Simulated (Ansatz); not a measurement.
ZnS:
```
ZnS
1.0
    0.00000     2.64836     2.64836
    2.64836     0.00000     2.64836
    2.64836     2.64836     0.00000
S Zn
1 1
Direct
  0.75000   0.75000   0.75000
  0.00000   0.00000   0.00000
```

Relaxed with LDA. Special points in fractions of this cell's reciprocal vectors: Γ (0.000, 0.000, 0.000); X (0.500, 0.000, 0.500); U (0.625, 0.250, 0.625); K (0.375, 0.375, 0.750); L (0.500, 0.500, 0.500); W (0.500, 0.250, 0.750).

**Question.** List the band energies nearest the valence-band maximum at these points for DFT-LDA in the program Ansatz with PAW potentials.

**Answer.** In eV from the valence-band maximum; about four levels below and three above (degenerate sets whole), none deeper than 8.9 eV; points with the same levels are listed once.

| k | below | above |
|---|---|---|
| Γ | -6.19 -6.19 0.00 0.00 0.00 | 2.13 6.17 6.17 6.17 |
| X | -5.94 -4.91 -2.47 -2.47 | 3.05 3.86 11.13 |
| U | -5.78 -5.01 -3.47 -2.02 | 3.86 5.93 9.32 |
| L | -5.97 -5.78 -0.97 -0.97 | 3.20 6.72 6.72 |
| W | -5.71 -4.97 -3.11 -3.01 | 5.50 6.16 7.79 |

Space group F-43m (zinc blende). The cell was relaxed with LDA under the symmetry of its start; phonons on a q-mesh show no instability.

Potentials: the later of the program's two PAW sets.
